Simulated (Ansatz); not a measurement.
Start of a relaxation of InRhC₄N₄:

```
CELL_PARAMETERS angstrom
5.98654 0.00000 0.00000
0.00000 5.98654 0.00000
0.00000 0.00000 5.98654
ATOMIC_POSITIONS crystal
In 0.50000 0.50000 0.50000
Rh 0.00000 0.00000 0.00000
C 0.18488 0.18488 0.18488
C 0.18488 0.81512 0.81512
C 0.81512 0.18488 0.81512
C 0.81512 0.81512 0.18488
N 0.29771 0.29771 0.29771
N 0.29771 0.70229 0.70229
N 0.70229 0.29771 0.70229
N 0.70229 0.70229 0.29771
```

Method: DFT PBE, scalar-relativistic, plane waves, PAW in Ansatz 0.2.0. Cutoff 420 eV, Gaussian smearing, Γ-centred meshes. Cell and atoms relax first on a coarse mesh and then on a finer one. In between, the cell is made exact in the group found at 0.06 Å. In metals the finer mesh still leaves noise of several meV/atom or more. The steps can't lower the symmetry of their start. Collinear spin, starting moments Rh 1.0 μB.

A guess keeps its type if space group and coordination stay and the shape of the cell changes little (axis ratios within about 15 %, angles within 6°); the volume may change.

Q: Does it keep its structure type, or change into something else?

A: It keeps its type. The symmetry stays P-43m (No. 215). The volume per atom grows by 3.8 %, from 21.5 to 22.3 Å³. The shortest distance goes from 1.17 Å (C–N) to 1.18 Å (C–N). Counting neighbours within 15 % of an atom's shortest distance, the start has C 1, In 4, N 1, Rh 4 and the end C 1, In 4, N 1, Rh 4.

The last run used collinear spin, a 6×6×6 mesh for its 10-atom cell and Gaussian smearing of 0.10 eV. The magnetic state reached may not be the lowest. Symmetry constrained the relaxation, so the result can be a saddle point.
